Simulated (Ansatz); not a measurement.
A geometry of Ni away from equilibrium: step 2 of the relaxation of a relaxed Ni cell, doubled along one cell vector, shaken by Gaussian noise of σ = 0.08 Å a coordinate. Level of theory: PBE (plane waves to 420 eV, PAW, scalar-relativistic; Ansatz, an electronic-structure program). Γ-centred k-mesh 8×16×16 on the run's cell (coarser than for final values), Fermi–Dirac smearing 0.05 eV.

```xyz
2
Lattice="-0.0008 3.5194 3.5132 1.7612 -0.0010 1.7573 1.7594 1.7585 0.0008" Properties=species:S:1:pos:R:3:forces:R:3 pbc="T T T" free_energy=-11679.413 pressure_GPa=0.8
Ni    -0.0094     0.0632    -0.0483   -0.3347   -0.0736    0.4657
Ni    -0.0684     1.7147     1.8293    0.3347    0.0736   -0.4657
```

Positions in Å, forces in eV/Å, free energy of the cell in eV (comparable only within this code, potentials and settings). Largest force: 0.58 eV/Å, on Ni1, Ni2 (atoms numbered as listed); the geometry lies 0.02 eV/atom above the end of its relaxation.

Spin-polarised start, with parallel moments on Ni.

Spin state reached: ferromagnetic (net 0.63 μB/atom), from parallel starting moments; other spin orders were not run from this start.

The run could not lose the symmetry of its start.
